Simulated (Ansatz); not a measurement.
# Zr₂O (Pn-3m), stationary points along a deformation path

Level of theory: DFT PBEsol, scalar-relativistic, plane waves, PAW (Ansatz). Cutoff 420 eV, Γ-centred 12×12×12 k-points, Gaussian smearing of 0.15 eV. No spin polarisation. Energies are free energies at this smearing, counted from the undisturbed cell; pressure is positive in compression.

The starting cell (relaxed at this level; it needn't be the usual structure):

```xyz
6
Lattice="4.8003 0.0000 0.0000 0.0000 4.8003 0.0000 0.0000 0.0000 4.8003" Properties=species:S:1:pos:R:3 pbc="T T T"
Zr    1.2001    1.2001    3.6002
Zr    3.6002    1.2001    1.2001
Zr    1.2001    3.6002    1.2001
Zr    3.6002    3.6002    3.6002
O     0.0000    0.0000    0.0000
O     2.4001    2.4001    2.4001
```

At fixed volume and fractional coordinates, lengths along (0.000, 0.000, 1.000) are scaled against those across it; ρ is that ratio over its starting value. V = 18.435 Å³/atom. Δσ is the stress along the axis less the mean stress across it (compression positive).

```csv
ρ,ΔE (meV/atom),Δσ (GPa),space group
0.650,233.3,9.45,P4_2/nnm
0.707,167.8,10.27,P4_2/nnm
0.780,94.9,8.81,P4_2/nnm
0.850,43.8,6.60,P4_2/nnm
0.920,12.0,3.67,P4_2/nnm
0.960,3.0,1.86,P4_2/nnm
1.000,0.0,0.00,Pn-3m
1.100,20.5,-6.13,P4_2/nnm
1.200,87.3,-14.07,P4_2/nnm
1.300,196.8,-21.42,P4_2/nnm
1.414,349.2,-24.57,P4_2/nnm
1.500,461.8,-25.31,P4_2/nnm
```

Problem. How does the stress give the slope of the energy, and where is the energy stationary?

Solution. Along the path d ln(length) is 2/3 d ln ρ on the axis and −1/3 d ln ρ across it, so dE/d ln ρ = −(2/3) V Δσ: the energy falls with ρ where Δσ is positive. Δσ vanishes or changes sign at ρ = 1.000 (Pn-3m), a minimum at 0.0 meV/atom. Pairs of stationary points between two samples would go unseen, and could change a minimum read from distant neighbours into a maximum. At ρ = 1.000 the cell is cubic, where symmetry alone makes the stress isotropic and the slope zero.

Problem. Which shear constant sets the curvature at ρ = 1?

Solution. For a cubic crystal E/V = (2/3) C (ln ρ)² with C = C′ = (C11 − C12)/2, so Δσ = −2C ln ρ. The parabola of Δσ against ln ρ through ρ = 0.960, 1 and 1.100 gives C ≈ 26 GPa with the ions clamped, rough because the steps are large.

Problem. Integrate that slope from ρ = 1 to 0.850 by the trapezoid rule.

Solution. With V/N in Å³ and 1 eV/Å³ = 160.2 GPa the slopes at ρ = 1.000, 0.960, 0.920, 0.850 are 0, -143, -281, -506 meV/atom per unit of ln ρ. The steps add 2.9 + 9.0 + 31.2 = 43.1 meV/atom, against 43.8 from the energies; the trapezoid rule misses the curvature of the slope within each step.

No gap shows at this level, though a semilocal functional can close a small gap that the real compound has; without a gap these slopes depend on the k mesh and the smearing.

Cost: 12 runs of about 9 core-minutes in all, on Intel Xeon Processor @ 2.70GHz (shared hosts).